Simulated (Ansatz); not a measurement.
Starting cell, CaO (rock salt):

```yaml
crystal:
  lattice:
    - [0.00000, 4.79479, 4.79479]
    - [2.39740, 2.39740, 4.79479]
    - [2.39740, 2.39740, 0.00000]
  atoms:
    - { symbol: O, position: [0.00000, 0.00000, 0.00000] }
    - { symbol: O, position: [0.50000, 0.00000, 0.00000] }
    - { symbol: Ca, position: [0.00000, 0.50000, 0.50000] }
    - { symbol: Ca, position: [0.50000, 0.50000, 0.50000] }
```

A phonon eigenvector at X = (0.5, 0.5, 0.0) is frozen into this cell: atom i moves by Q times the vector below, so Q is the largest atomic displacement, in Å. The cell is held. It is one choice among 2 degenerate patterns. (q is in reciprocal vectors of the primitive cell; the cell shown is doubled to hold the pattern.)

```
atom      x       y      z
----  -----  ------  -----
O1    0.000   0.610  0.000
O2    0.000  -0.610  0.000
Ca3   0.000  -1.000  0.000
Ca4   0.000   1.000  0.000
```

These are r2SCAN (plane waves to 500 eV, PAW, scalar-relativistic; Ansatz, an electronic-structure program) values and carry that method's errors. k mesh 12×12×12 (Γ-centred), Fermi-Dirac smearing 0.05 eV. Energies are smeared free energies. CaO was relaxed with its symmetry unable to fall. The zero of ΔE is the undisplaced structure.

```tsv
Q (Å)	ΔE (meV/cell)
-0.1000	70.2
-0.0833	48.8
-0.0667	31.2
-0.0500	17.6
-0.0333	withheld
-0.0167	2.0
0.0000	0.0
0.0167	2.0
0.0333	withheld
0.0500	17.6
0.0667	31.2
0.0833	48.8
0.1000	70.2
```

Fit an even polynomial form (powers 2, 4) to the given rows and predict ΔE at Q = 0.0333.

Least squares on the 11 given rows: ΔE = (7034)·Q² + (-1235)·Q⁴, in meV/cell with Q in Å; root-mean-square residual 0.04 meV/cell. At 0.0333 the fit gives 7.8 meV/cell; the calculation gives 7.8 meV/cell, the same to the digits shown. The quadratic term alone would give 7.8 meV/cell.

(A displaced cell: forces are minus the slopes of the energy, force constants its curvatures, and phonons follow from these.)
